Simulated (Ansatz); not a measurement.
## Calculated with Ansatz: Ba$_{4}$Sb$_{2}$N, settings compared

input.yaml:

```yaml
crystal:
  lattice:
    - [0.0, 5.153125, 0.0]
    - [5.153125, 0.0, 0.0]
    - [2.576562, 2.576562, -9.038113]
  atoms:
    - { symbol: Ba, position: [0.32751, 0.32751, 0.34498] }
    - { symbol: Ba, position: [0.67249, 0.67249, 0.65502] }
    - { symbol: "N", position: [0.5, 0.5, 0.0] }
    - { symbol: Sb, position: [0.1368, 0.1368, 0.7264] }
    - { symbol: Sb, position: [0.8632, 0.8632, 0.2736] }
    - { symbol: Ba, position: [0.5, 0.0, 0.0] }
    - { symbol: Ba, position: [0.0, 0.5, 0.0] }
  symmetry: { tolerance: 0.0003 }
kpoints:
  mp_grid: { grid: [4, 4, 4], shift: [0, 0, 0] }
magnetization:
  spin_polarized: false
scf:
  occupations: { method: gaussian, width: 0.1184 }
hamiltonian:
  pseudopotentials: { kind: paw }
  xc: pbe
basis:
  ecutwfc: 420
output:
  forces: true
  stress: true
  eigenvalues: true
relax:
  max_steps: 40
  cell: {}
```

Launch command:

```bash
ansatz run input.yaml --threads 1 --pin off --max-ram 2560MiB --backend cpu --events-out ev --progress --plain --runs-dir out
```

Origin of the cell: a known structure type with other elements, at an estimated volume, so it need not be a known compound.

Output of this run (shortened):

```
SCF iter   1: F=—  HF=-37157.128579 eV  Δρ=1.31e-2  dr2=1.16e0
SCF iter   2: F=—  HF=-37157.388373 eV  Δρ=3.35e-2  dr2=5.80e0  defer=21  recentre
SCF iter   3: F=—  HF=-37157.015527 eV  Δρ=5.09e-3  dr2=1.91e-1  defer=10
SCF iter   4: F=—  HF=-37157.000684 eV  Δρ=2.52e-3  dr2=1.36e-2  defer=8
SCF iter   5: F=—  HF=-37157.009934 eV  Δρ=6.12e-3  dr2=2.02e-1  defer=8
[… 2 lines left out …]
SCF iter   8: F=—  HF=-37156.998191 eV  Δρ=9.32e-4  dr2=4.90e-3  defer=8
SCF iter   9: F=—  HF=-37156.997845 eV  Δρ=3.38e-4  dr2=6.77e-4  defer=8
SCF iter  10: F=—  HF=-37156.997794 eV  Δρ=1.05e-5  dr2=5.46e-7  defer=8
SCF iter  11: F=—  HF=-37156.997917 eV  Δρ=1.95e-5  dr2=2.08e-6  defer=7
SCF iter  12: F=-37156.997916 eV  HF=-37156.997917 eV  Δρ=1.44e-6  dr2=2.30e-8
relax step   1: F+E_penalty+E_count = -37156.997916 eV  Δ(F+E_penalty+E_count) = +0.000e0 eV  max|allowed force component| = 1.943e-1 eV/Å  Δτ_max = 0.0000 Å  P = +2.962 GPa  Ω = 240.004 Å³ […]
relax step   2: F+E_penalty+E_count = -37157.145215 eV  Δ(F+E_penalty+E_count) = -1.473e-1 eV  max|allowed force component| = 1.536e-1 eV/Å  Δτ_max = 0.0805 Å  P = -0.829 GPa  Ω = 265.204 Å³ […]
relax step   3: F+E_penalty+E_count = -37157.168854 eV  Δ(F+E_penalty+E_count) = -2.364e-2 eV  max|allowed force component| = 2.171e-2 eV/Å  Δτ_max = 0.0272 Å  P = -0.117 GPa  Ω = 259.438 Å³ […]
relax step   4: F+E_penalty+E_count = -37157.169564 eV  Δ(F+E_penalty+E_count) = -7.097e-4 eV  max|allowed force component| = 7.216e-3 eV/Å  Δτ_max = 0.0044 Å  P = +0.017 GPa  Ω = 258.473 Å³ […]
relax step   5: F+E_penalty+E_count = -37157.176217 eV  Δ(F+E_penalty+E_count) = -6.653e-3 eV  max|allowed force component| = 7.103e-3 eV/Å  Δτ_max = 0.0000 Å  P = +0.049 GPa  Ω = 258.473 Å³  stress off target by 5.46e-2 GPa […]
relax step   6: F+E_penalty+E_count = -37157.176198 eV  Δ(F+E_penalty+E_count) = +1.813e-5 eV  max|allowed force component| = 2.719e-3 eV/Å  Δτ_max = 0.0016 Å  P = +0.006 GPa  Ω = 258.819 Å³ […]
relax step   7: F+E_penalty+E_count = -37157.176286 eV  Δ(F+E_penalty+E_count) = -8.761e-5 eV  max|allowed force component| = 2.766e-3 eV/Å  Δτ_max = 0.0000 Å  P = +0.006 GPa  Ω = 258.819 Å³  stress off target by 1.03e-2 GPa […]
SCF 7 converged in 6 iterations: F = -37157.176286 eV  dr2 = 8.48e-13
basis re-selected at this cell: Δ(F+E_penalty+E_count) = -8.761e-5 eV, ΔP = +0.000 GPa vs the last step (what re-selecting the basis moved, of the pressure what is left beyond the Pulay corre […]
SCF converged after 6 iterations
Free energy (F): -37157.176286 eV
Harris-Foulkes:  -37157.176286 eV  (|F-HF|=0.00e0)
Internal energy: -37157.139239 eV  (E = F + TS)
E sigma→0 (E₀):  -37157.157763 eV
Entropy (-TS):   -0.037047 eV (-5.292 meV/atom)
Fermi energy:    7.377728 eV
--- Per-component energies (eV) ---
  E_band       = -575.462210
  E_kinetic    = 1216.512618
  E_local      = -5329.511004  (includes V_loc(G=0)·N_el)
  E_nonlocal   = 1000.276570
  E_hartree    = 2252.702044
  E_xc         = -1010.199601
  E_vxc        = -812.753503  (∫ρ·V_xc dr)
  E_paw        = -30183.273220  (= ΣΔE_a)
  E_vpaw       = -1155.391039  (= ΣTr[D̂ρ^β])
  E_aug_tail   = 0.000077  (compensation charges beyond the density's cutoff)
  E_ewald      = -5103.646723
  E_smearing   = -0.037047  (= −TS)
  Σ components = -37157.176286   (vs F -37157.176286, Δ=0.00e0)
--- Forces (eV/Å), atoms counted from 1 ---
  atom   1  Ba     0.000000     0.000000     0.002766
  atom   2  Ba    -0.000000    -0.000000    -0.002766
  atom   3  N      0.000000     0.000000     0.000000
  atom   4  Sb    -0.000000    -0.000000    -0.001431
  atom   5  Sb     0.000000     0.000000     0.001431
  atom   6  Ba    -0.000000     0.000000     0.000000
  atom   7  Ba    -0.000000    -0.000000     0.000000
  max |Σ_I F_I| component: 2.17e-19 eV/Å
--- Stress (GPa, compression-positive) ---
        0.003825       0.000000       0.000000
        0.000000       0.003825       0.000000
        0.000000       0.000000       0.010278
  P = ⅓ Tr σ = 0.0060 GPa (0.060 kbar)
--- Relaxed structure (5 steps of the walk, 5 accepted, 2 SCFs on fresh bases) ---
  F+E_penalty+E_count = -37157.176286 eV   max|allowed force component| = 2.766e-3 eV/Å   (the final SCF, on the basis selected at the relaxed cell)
  cell:  # Å, volume = 258.8192 Å³
    - [-2.028e-15, 5.294509, -1.464e-7]
    - [5.294509, -2.028e-15, -1.464e-7]
    - [2.647254, 2.647254, -9.233049]
  atoms:
    - { symbol: Ba, position: [0.331187, 0.331187, 0.337626] }
    - { symbol: Ba, position: [0.668813, 0.668813, 0.662374] }
    - { symbol: N, position: [0.500000, 0.500000, 3.530e-19] }
    - { symbol: Sb, position: [0.138373, 0.138373, 0.723254] }
    - { symbol: Sb, position: [0.861627, 0.861627, 0.276746] }
    - { symbol: Ba, position: [0.5, -1.765e-19, 3.530e-19] }
    - { symbol: Ba, position: [-1.765e-19, 0.5, 3.530e-19] }
```

The same input was run again with these changes:

1. `crystal.symmetry` { tolerance: 0.0003 } → { detect: false }
2. `hamiltonian.pseudopotentials` { kind: paw } → { kind: paw, source: jth }
3. `basis.xc_grid` default → 4; `scf.lower_state_search` default → "off"
4. `hamiltonian.dispersion` default → d4; `crystal.symmetry` { tolerance: 0.0003 } → { detect: false }

| run | end | SCF iterations | volume (Å³/atom) | max force component (eV/Å) | gap on mesh (eV) | moment (μB) | ΔE(σ→0) (meV/atom) |
| --- | --- | --- | --- | --- | --- | --- | --- |
| base | converged | 53 | 36.97 | 0.003 | – | – | 0 |
| 1 | converged | 108 | 36.98 | 0.005 | – | – | -2.84 |
| 2 | converged | 71 | 37.53 | 0.006 | – | – | – |
| 3 | converged | 53 | 36.97 | 0.003 | – | – | 0.00 |
| 4 | converged | 105 | 35.78 | 0.002 | – | – | – |

Energies are compared only where functional, datasets, charge and starting cell are the same.

Caveats of the base run: no moments, though an odd count or open d shells may carry them; no spin-orbit coupling, though heavy elements are present; the k mesh is coarse if the cell is a metal; the relaxation held the start's symmetry, so the end may be a saddle point.

Run 1: the displaced walk ended near the symmetry of the start; the program displaced the start to leave a saddle point.
Run 2: the cutoff lies below the datasets' advice.
Run 4: the displaced walk ended near the symmetry of the start; the program displaced the start to leave a saddle point; the relaxed geometry lies near a switch of the dispersion coefficients.

Time of the base run: 75 s on 1 thread of Arm Neoverse V2 (shared host), peak memory 0.53 GiB, from the program's own first density.
